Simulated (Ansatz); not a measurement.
The cell is TlSnCl3, cubic perovskite; cell and atoms were relaxed with r2SCAN. The symmetry is Pm-3m (No. 221, cubic); a = 5.517 Å in the conventional setting, 33.59 Å³ an atom. Around Tl lie 12 Cl at 3.90 Å; around Sn lie 6 Cl at 2.76 Å; around Cl lie 2 Sn at 2.76 Å and 4 Tl at 3.90 Å.

```yaml
crystal:
  lattice:
    - [5.51736, 0.00000, 0.00000]
    - [0.00000, 5.51736, 0.00000]
    - [0.00000, 0.00000, 5.51736]
  atoms:
    - { symbol: Tl, position: [0.00000, 0.00000, 0.00000] }
    - { symbol: Sn, position: [0.50000, 0.50000, 0.50000] }
    - { symbol: Cl, position: [0.50000, 0.50000, 0.00000] }
    - { symbol: Cl, position: [0.50000, 0.00000, 0.50000] }
    - { symbol: Cl, position: [0.00000, 0.50000, 0.50000] }
```

5 runs of the plane-wave code Ansatz on this cell differ in the functional (and in the settings that go with it). Levels are in eV from each run's valence top; v1 is the last filled band, c1 the first empty one.

Run A, mean stress +0.7 GPa (compression positive):
```tsv
point	v5	v3	v1	c1	c2	c3
Γ	-4.38	-4.37	-4.37	3.15	3.15	3.15
X	-4.45	-4.32	-2.62	1.41	2.60	2.66
M	-4.65	-4.56	-1.26	1.88	1.88	2.24
R	-4.64	-3.88	0.00	1.49	1.49	1.49
```

Run B, mean stress +0.8 GPa (compression positive):
```tsv
point	v5	v3	v1	c1	c2	c3
Γ	-3.83	-3.79	-3.79	2.26	2.26	2.26
X	-3.90	-3.76	-2.35	0.64	1.80	1.82
M	-4.13	-3.98	-1.13	1.11	1.11	1.42
R	-4.13	-3.34	0.00	0.75	0.75	0.75
```

Run C, mean stress -2.2 GPa (compression positive):
```tsv
point	v5	v3	v1	c1	c2	c3
Γ	-3.71	-3.66	-3.66	2.18	2.18	2.18
X	-3.80	-3.63	-2.31	0.48	1.72	1.72
M	-4.01	-3.86	-1.11	1.02	1.02	1.30
R	-4.01	-3.19	0.00	0.65	0.65	0.65
```

Run D, mean stress +0.6 GPa (compression positive):
```tsv
point	v5	v3	v1	c1	c2	c3
Γ	-4.54	-4.54	-4.54	2.91	2.91	2.91
X	-4.62	-4.49	-2.67	1.15	2.35	2.41
M	-4.81	-4.74	-1.28	1.62	1.62	1.99
R	-4.80	-4.04	0.00	1.24	1.24	1.24
```

Run E, mean stress -0.1 GPa (compression positive):
```tsv
point	v5	v3	v1	c1	c2	c3
Γ	-4.20	-4.17	-4.17	2.41	2.41	2.41
X	-4.26	-4.14	-2.52	0.73	1.95	1.95
M	-4.52	-4.36	-1.21	1.25	1.25	1.54
R	-4.52	-3.71	0.00	0.91	0.91	0.91
```

**Question.** Match the runs to LDA, PBE, r2SCAN, HSE06, DDH-PBE0.

**Answer.** A is DDH-PBE0, B is PBE, C is LDA, D is HSE06, E is r2SCAN. In order of the gap: LDA 0.48, PBE 0.64, r2SCAN 0.73, HSE06 1.15, DDH-PBE0 1.41 eV.

Note: simulated data, non-magnetic, for a generated structure that need not be the stable one.

Spin-orbit coupling is left out; in compounds of Pb, Bi, Tl or Hg it can lower a gap by up to about 1 eV, split its edges or invert the bands.

The program warns that its thresholds are loose for a hybrid's stress.

The meshes of the hybrids are coarse, so their gaps aren't converged to the digits shown.
